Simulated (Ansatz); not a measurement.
According to the program Ansatz at the PBE level (PAW), CoC in the rock salt structure (Fm-3m) relaxes to a = 4.004 Å. Co has 6 nearest neighbours from 2.00 Å (octahedral); C has 6 nearest neighbours from 2.00 Å (octahedral). Its formation energy from the elements is 0.80 eV/atom, with no fitted shifts.

Electronic character: metallic (no gap). The magnetic state found is ferromagnetic. The net moment is 0.14 μB per atom.

The bulk modulus is 306 GPa.

The start of the workflow was typed in or built on a structure type; neither database checked (COD, Materials Project) lists it. Whether it is the stable phase at ambient conditions was not checked. The cell was relaxed with PBE under the symmetry of its start; its stability against distortions is not shown here. Spin order of the final state: ferromagnetic, the only order run, not a proven ground state. The cell computed holds one magnetic atom, so no antiferromagnetic order was within reach. Its formation energy is positive at this level, so the cell may be metastable or incomplete. The references are the lowest solids computed at this level, not always the standard phases.

Potentials: the earlier of the program's two PAW sets.
